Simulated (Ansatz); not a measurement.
Starting structure, 1 CHF3 a cell, donor, over a top C site (TiC, Fm-3m (No. 225), (1 0 0) face):

```yaml
crystal:
  lattice:
    - [6.06863, 0.00000, 0.00000]
    - [0.00000, 6.06863, 0.00000]
    - [0.00000, 0.00000, 26.30195]
  atoms:
    - { symbol: Ti, position: [0.25000, 0.25000, 0.30416] }
    - { symbol: Ti, position: [0.25000, 0.75000, 0.30416] }
    - { symbol: Ti, position: [0.75000, 0.25000, 0.30416] }
    - { symbol: Ti, position: [0.75000, 0.75000, 0.30416] }
    - { symbol: C, position: [0.50000, 0.50000, 0.30416] }
    - { symbol: C, position: [0.50000, 0.00000, 0.30416] }
    - { symbol: C, position: [0.00000, 0.50000, 0.30416] }
    - { symbol: C, position: [0.00000, 0.00000, 0.30416] }
    - { symbol: Ti, position: [0.50000, 0.50000, 0.38574] }
    - { symbol: Ti, position: [0.50000, 0.00000, 0.38574] }
    - { symbol: Ti, position: [0.00000, 0.50000, 0.38574] }
    - { symbol: Ti, position: [0.00000, 0.00000, 0.38574] }
    - { symbol: C, position: [0.75000, 0.75000, 0.38574] }
    - { symbol: C, position: [0.75000, 0.25000, 0.38574] }
    - { symbol: C, position: [0.25000, 0.75000, 0.38574] }
    - { symbol: C, position: [0.25000, 0.25000, 0.38574] }
    - { symbol: Ti, position: [0.75000, 0.75000, 0.46650] }
    - { symbol: Ti, position: [0.75000, 0.25000, 0.46650] }
    - { symbol: Ti, position: [0.25000, 0.75000, 0.46650] }
    - { symbol: Ti, position: [0.25000, 0.25000, 0.46650] }
    - { symbol: C, position: [0.00000, 0.00000, 0.46715] }
    - { symbol: C, position: [0.00000, 0.50000, 0.46715] }
    - { symbol: C, position: [0.50000, 0.00000, 0.46715] }
    - { symbol: C, position: [0.50000, 0.50000, 0.46715] }
    - { symbol: Ti, position: [0.00000, 0.00000, 0.54615] }
    - { symbol: Ti, position: [0.00000, 0.50000, 0.54615] }
    - { symbol: Ti, position: [0.50000, 0.00000, 0.54615] }
    - { symbol: Ti, position: [0.50000, 0.50000, 0.54615] }
    - { symbol: C, position: [0.25000, 0.25000, 0.55094] }
    - { symbol: C, position: [0.25000, 0.75000, 0.55094] }
    - { symbol: C, position: [0.75000, 0.25000, 0.55094] }
    - { symbol: C, position: [0.75000, 0.75000, 0.55094] }
    - { symbol: F, position: [0.75000, 0.75000, 0.64371] }
    - { symbol: C, position: [0.75818, 0.74746, 0.69619] }
    - { symbol: F, position: [0.60350, 0.60077, 0.71462] }
    - { symbol: F, position: [0.71342, 0.95590, 0.71462] }
    - { symbol: H, position: [0.92490, 0.69587, 0.70875] }
```

Computed with DFT PBE+D3(BJ), scalar-relativistic, plane waves, PAW in Ansatz 0.2.0. Settings: cutoff 420 eV, Γ-centred mesh 3×3×1 on the computed 37-atom cell, Gaussian smearing of 0.10 eV; no spin polarisation. A dipole correction removes the field between periodic images along c.

Atoms 1, 2, 3, 4, 5, 6, 7, 8, 9, 10, 11, 12, 13, 14, 15, 16 (counted from 1) are held. The cell is fixed. Force threshold 0.04 eV/Å.

| step | E − E_final (eV) | largest force (eV/Å) |
| --- | --- | --- |
| 1 | 0.343 | 2.001 |
| 2 | 0.136 | 0.765 |
| 3 | 0.065 | 0.292 |
| 4 | 0.036 | 0.103 |
| 5 | 0.029 | 0.128 |
| 6 | 0.027 | 0.125 |
| 7 | 0.026 | 0.075 |
| 8 | 0.026 | 0.019 |
| 9 | 0.026 | 0.019 |
| 10 | 0.026 | 0.045 |
| 11 | 0.026 | 0.119 |
| 12 | 0.025 | 0.081 |
| 13 | 0.024 | 0.073 |
| 14 | 0.024 | 0.084 |
| 15 | 0.024 | 0.091 |
| 16 | 0.023 | 0.072 |
| 17 | 0.023 | 0.051 |
| 18 | 0.023 | 0.089 |
| 19 | 0.022 | 0.062 |
| 20 | 0.022 | 0.025 |
| 21 | 0.022 | 0.025 |
| 22 | 0.022 | 0.035 |
| 23 | 0.023 | 0.200 |
| 24 | 0.021 | 0.045 |
| 25 | 0.021 | 0.073 |
| 26 | 0.021 | 0.070 |
| 27 | 0.020 | 0.089 |
| 28 | 0.018 | 0.154 |
| 29 | 0.017 | 0.244 |
| 30 | 0.015 | 0.314 |

Problem. What is the final structure?

Solution.
```yaml
crystal:
  lattice:
    - [6.06863, 0.00000, 0.00000]
    - [0.00000, 6.06863, 0.00000]
    - [0.00000, 0.00000, 26.30195]
  atoms:
    - { symbol: Ti, position: [0.25000, 0.25000, 0.30416] }
    - { symbol: Ti, position: [0.25000, 0.75000, 0.30416] }
    - { symbol: Ti, position: [0.75000, 0.25000, 0.30416] }
    - { symbol: Ti, position: [0.75000, 0.75000, 0.30416] }
    - { symbol: C, position: [0.50000, 0.50000, 0.30416] }
    - { symbol: C, position: [0.50000, 0.00000, 0.30416] }
    - { symbol: C, position: [0.00000, 0.50000, 0.30416] }
    - { symbol: C, position: [0.00000, 0.00000, 0.30416] }
    - { symbol: Ti, position: [0.50000, 0.50000, 0.38574] }
    - { symbol: Ti, position: [0.50000, 0.00000, 0.38574] }
    - { symbol: Ti, position: [0.00000, 0.50000, 0.38574] }
    - { symbol: Ti, position: [0.00000, 0.00000, 0.38574] }
    - { symbol: C, position: [0.75000, 0.75000, 0.38574] }
    - { symbol: C, position: [0.75000, 0.25000, 0.38574] }
    - { symbol: C, position: [0.25000, 0.75000, 0.38574] }
    - { symbol: C, position: [0.25000, 0.25000, 0.38574] }
    - { symbol: Ti, position: [0.74997, 0.75013, 0.46655] }
    - { symbol: Ti, position: [0.75000, 0.25018, 0.46654] }
    - { symbol: Ti, position: [0.24991, 0.75012, 0.46653] }
    - { symbol: Ti, position: [0.24990, 0.25018, 0.46655] }
    - { symbol: C, position: [0.99998, 0.00023, 0.46716] }
    - { symbol: C, position: [0.99997, 0.50009, 0.46719] }
    - { symbol: C, position: [0.49991, 0.00024, 0.46714] }
    - { symbol: C, position: [0.49991, 0.50008, 0.46715] }
    - { symbol: Ti, position: [0.99987, 0.00027, 0.54616] }
    - { symbol: Ti, position: [0.99984, 0.50040, 0.54629] }
    - { symbol: Ti, position: [0.49991, 0.00020, 0.54613] }
    - { symbol: Ti, position: [0.49991, 0.50038, 0.54613] }
    - { symbol: C, position: [0.24987, 0.25033, 0.55105] }
    - { symbol: C, position: [0.25004, 0.75037, 0.55086] }
    - { symbol: C, position: [0.74987, 0.25030, 0.55103] }
    - { symbol: C, position: [0.74960, 0.75047, 0.55064] }
    - { symbol: F, position: [0.96305, 0.65517, 0.66506] }
    - { symbol: C, position: [0.97202, 0.61177, 0.71534] }
    - { symbol: F, position: [0.76421, 0.57901, 0.73231] }
    - { symbol: F, position: [0.05555, 0.79035, 0.73918] }
    - { symbol: H, position: [0.07421, 0.46575, 0.72275] }
```

The end is the local minimum or symmetric point that this start leads to. The slab is only 6.4 Å thick, so the energy isn't converged with thickness.

Spin polarisation was left out, and a magnetic state may lie lower.

Cost: 1 run of about 58 core-minutes, on AMD EPYC 7R43 (Zen 3) (shared hosts).